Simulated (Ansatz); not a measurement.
SiO$_{2}$ (space group P4_32_12)

```xyz
12
Lattice="5.0302 0.0000 0.0000 0.0000 5.0302 0.0000 0.0000 0.0000 7.0128" Properties=species:S:1:pos:R:3 pbc="T T T"
Si     1.0173     1.0173     0.0000
Si     1.4978     3.5324     5.2596
Si     4.0129     4.0129     3.5064
Si     3.5324     1.4978     1.7532
O      3.0244     3.7209     4.7546
O      3.8244     0.5093     3.0014
O      2.0058     1.3093     1.2483
O      1.2058     4.5209     6.5078
O      0.5093     3.8244     4.0113
O      1.3093     2.0058     5.7645
O      4.5209     1.2058     0.5049
O      3.7209     3.0244     2.2581
```

The slice is a (0 -1 1) plane (indices of the conventional cell) through the point (0.298, 0.702, 0.750) (fractional), spanned by u = [100] and v = [011] in vectors of this cell: u (5.03 Å) and v (8.63 Å, at 90° to u). It covers one period; positions are fractions (u, v).

The numbers are results of PBEsol (plane waves to 420 eV, PAW, scalar-relativistic; Ansatz, a program for electronic structure), not measurements. k mesh 5×5×4. These are valence fields of a PAW run, semicore shells included where kept as valence: close to a nucleus they are smooth pseudo fields. SiO2 was relaxed with its symmetry unable to fall.

Q: Around which element is the density of the highest valence band (whole band, smooth part) largest on this plane?

A: O. Mean over a disc round each atom, of radius 0.45 times the shortest bond: O 0.083, Si 0.001 e/Å³.

Q: Around which element is the density of the lowest conduction band (whole band as if filled, smooth part) largest on this plane?

A: O. Mean over a disc round each atom, of radius 0.45 times the shortest bond: O 0.047, Si 0.017 e/Å³.

Q: Sketch the density of the highest valence band (whole band, smooth part) on this plane as a map.

A: 
```
|00000000113366441100000000000000000000|
|00000000226699662200000000000000000000|
|00000000224455331100000000000000000000|
|00000000001122110000000000000011000000|
|00000000000000000000000000000000000000|
|00000000000000000000000000000000000000|
|00000000000000000000000000000000000000|
|00000000000000000000000000000000000000|
|00000000000000000000000000000000000000|
|00000000000000000000000000000000000000|
|00000000000000000000000000000000000000|
|00000000000000000000000000000000000000|
|00000000000000000000000000000000000000|
|00000000000000000000000000000000000000|
|00111100000000000000000000000000000000|
|11334433110000000000000000000000000000|
|22668855220000000000000000000000000000|
|22557755220000000000000000000000000000|
|11223322110000000000111111000000000000|
|00001100000000000000112211110000000000|
|00000000000000000000001111000000000000|
|00000000000000000000000000000000000000|
|00000000000000000000000000000000000000|
|33221100000000000000000000000000111111|
|88662200000000000000000000000022443322|
|99882200000000000000000000001133997700|
|44552200000000000000000000000033887700|
|11110000000000000000000000000011333300|
|00000000000000000000000000000000111100|
|00000000000000000000000000000000000000|
|00000000000011110000000000000000000000|
|00000000001122220000000000000000000000|
```
Scale: ten equal steps from 0.000 (start of '0') to 0.175 (end of '9'), in the order '0123456789'. Values: density of the highest valence band (whole band, smooth part) in e/Å³. The map has 19 points along u (two characters each, u = 0 at the left) and 32 along v (v = 0 in the bottom row).
